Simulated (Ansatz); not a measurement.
# Structure relaxation, TiTe₂

The start is a generated trial cell of TiTe2 in the AFLOW prototype A2B_tI12_140_h_a (C16, as in Al2Cu). The cell and all atomic positions are relaxed at zero pressure with PBEsol (plane waves to 420 eV, PAW, scalar-relativistic; Ansatz, a first-principles code). First-step values are on the input's coarse k-mesh.

Ansatz input (later rounds restart from its end on a renewed k-mesh):
Ansatz 0.2 input:
```yaml
crystal:
  lattice:
    - [-3.7200989, 3.7200989, 2.9933246]
    - [3.7200989, -3.7200989, 2.9933246]
    - [3.7200989, 3.7200989, -2.9933246]
  atoms:
    - { symbol: Te, position: [0.158, 0.658, 0.816] }
    - { symbol: Te, position: [0.342, 0.158, 0.5] }
    - { symbol: Te, position: [0.658, 0.842, 0.5] }
    - { symbol: Te, position: [0.842, 0.342, 0.184] }
    - { symbol: Ti, position: [0.75, 0.75, 0] }
    - { symbol: Ti, position: [0.25, 0.25, 0] }
basis: { ecutwfc: 420, ecutrho_ratio: 4, xc_grid: 2, fft_grid_basis: typed }
kpoints: { mp_grid: { grid: [5, 5, 5] } }
hamiltonian:
  xc: pbesol
  dispersion: none
  pseudopotentials: { kind: paw }
scf: { occupations: { method: fermi_dirac, width: 0.05 } }
relax: { f_tol: 0.01, max_steps: 100, cell: { stress_tol: 0.02 } }
output: { forces: true, stress: true }
```

Task: What pressure does the first self-consistent step give?

Result: -12 GPa (negative: the cell is under tension).

Task: By how much does the energy per atom fall from start to end?

Result: 0.30 eV/atom.

Task: How does the volume per atom move from start to end?

Result: -19.6 %, from 27.62 to 22.21 Å³/atom.

Task: How do the shortest distances between atoms change?

Result: The closest pairs of elements (up to four, under 3.6 Å), start → end: Te–Ti 3.18 → 2.91 Å; Ti–Ti 2.99 → 3.04 Å; Te–Te 3.32 → 3.06 Å.

Task: What band gap does the relaxed structure have at this level?

Result: No gap (metallic).

Task: What does it relax into? Give the structure.

Result: 
Space group I4/mcm (No. 140); a = b = 6.6213 Å, c = 6.0799 Å, α = β = γ = 90.00°

| atom | site | symmetry | x | y | z |
|---|---|---|---|---|---|
| Te | 8h | m.2m | 0.1634 | 0.3366 | 0.0000 |
| Ti | 4a | 422 | 0.0000 | 0.0000 | 0.2500 |
(The calculation used a cell of 6 atoms; values per cell refer to that cell.)

The space group stays I4/mcm (No. 140) (the run could not lower it), with 6 atoms in the primitive cell. Final values are on a 11×11×11 k-mesh of the relaxed cell. No spin polarisation in the result.

The run could not lose the symmetry of its start, so the end can be a saddle point.

The relaxed structure here is a generated cell of TiTe2: the first start was made by placing the elements on the sites of a structure type, and the end was not matched to a known phase here, so it may be hypothetical. Known forms of TiTe2 include space group No. 164.
